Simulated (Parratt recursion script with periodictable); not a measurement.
**Neutron reflectivity of single films on Si: where the minima fall**

Model: specular neutron reflectivity, Parratt recursion, Névot-Croce roughness, natural isotopes, no magnetic scattering. Program: Parratt recursion script with periodictable 1.7.1.

Neutron wavelength 4.75 Å. Q is scanned from 0.004 to 0.15 Å⁻¹ in 600 evenly spaced points, and the curve is smoothed with a Gaussian of 0.001 Å⁻¹ full width. A minimum is a scan point below both neighbours, placed by a parabola through ln R at the three points.

Each run is one film on Si (density 2.313 g/cm³, ρ = 2.059 × 10⁻⁶ Å⁻², rms roughness 3.2 Å) under vacuum. The film surface has an rms roughness of 6.9 Å in all runs. ρ and ρ″ are the real and imaginary parts of the scattering length density. The table lists all minima between 0.03 and 0.13 Å⁻¹.

| run | film | thickness d (Å) | density (g/cm³) | ρ (10⁻⁶ Å⁻²) | ρ″ (10⁻⁶ Å⁻²) | minima at Q (Å⁻¹) |
|---|---|---|---|---|---|---|
| A | SrTiO3 | 300 | 5.086 | 3.516 | 3.421 × 10⁻⁴ | 0.0443, 0.0645, 0.0850, 0.1057, 0.1265 |
| B | SrTiO3 | 375 | 5.086 | 3.516 | 3.421 × 10⁻⁴ | ? |

Densities are inputs, not measurements. They were set from computed cells of the Materials Project: SrTiO3 from entry mp-5229 (Pm-3m, 5.086 g/cm³); Si from entry mp-149 (Fd-3m, 2.313 g/cm³). A layer's crystal structure does not enter its constants, only its composition and density.

**Question.** How many minima does run B have between 0.03 and 0.13 Å⁻¹, and where?

**Answer.** Inside a film the fringe order is m = (d/2π)(Q² − 16πρ)^½, with the film's own ρ. Where the film's ρ lies above the substrate's, its two faces reflect with opposite signs, and minima are expected at whole m.

- Run A, ρ above the substrate's: the minima give m = 2.02, 3.01, 4.01, 5.01, 6.01.

In run B the film's ρ lies above the substrate's, so take whole m. The window runs from m = 1.61 to 7.72 and holds m = 2, 3, 4, 5, 6, 7. Then Q² = 16πρ + (2πm/d)² gives Q = 0.0361, 0.0520, 0.0683, 0.0848, 0.1014, 0.1180 Å⁻¹.

The run has 6 minima, at 0.0364, 0.0522, 0.0685, 0.0850, 0.1015, 0.1181 Å⁻¹. The largest distance from one of them to an estimated minimum is 0.0003 Å⁻¹, against a mean spacing of 0.0163 Å⁻¹.
